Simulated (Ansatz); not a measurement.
The elements of this relaxed trial crystal are hidden behind letters.

```
lattice vectors (Å)
   3.2566    0.0000    0.0000
   0.0000    3.2566    0.0000
   0.0000    0.0000    8.2173
fractional positions
X 0.5000 0.5000 0.6897
X 0.5000 0.5000 0.3103
X 0.0000 0.0000 0.0000
Z 0.0000 0.0000 0.5000
Q 0.5000 0.5000 0.0000
```

Level of theory: DFT PBE, scalar-relativistic, plane waves, PAW (Ansatz). Settings of the last relaxation (5-atom cell): 420 eV, 10×10×4 k points, Gaussian smearing of 0.10 eV, no spin polarisation.

| Item | Value |
| --- | --- |
| Space group | P4/mmm (No. 123) |
| Conventional cell | a = 3.257 Å, c = 8.217 Å |
| Volume per atom | 17.43 Å³ |
| Density | 7.94 g/cm³ |
| Energy over the elements | −0.26 eV/atom |
| Gap on the 10×10×4 mesh of the 5-atom cell | 0 eV (a metal) |

Energies are uncorrected and count from the elements' standard states at the same level.

**Question.** X is a d-block element of period 5, Z is a d-block element of period 4 and Q is a p-block element of period 2. Which elements are they?

**Answer.** X = Cd, Z = Cu, Q = O, so the formula is Cd3CuO. Density times volume gives a mean mass of 7.94 × 17.43/1.6605 = 83.3 u per atom, and this set has 83.4 u. Cd on a site of symmetry 4mm has 1 O at 2.55 Å, 4 Cu at 2.78 Å and 5 Cd at 3.12–3.26 Å; Cu has 8 Cd at 2.78 Å and 4 Cu at 3.26 Å; around O lie 4 Cd at 2.30 Å and 2 Cd at 2.55 Å; 1 more site not described. Other sets within the hints have nearly the same mass, so mass alone doesn't settle it; this one was computed.

No Hubbard U is applied to the 3d shell of Cu. A later test with randomly moved atoms led to a structure 25 meV/atom lower, so this end is a saddle point or a shallow minimum. Another cell of the same search, in P4mm, lies 25 meV/atom lower, so this cell isn't the stable form at this level.
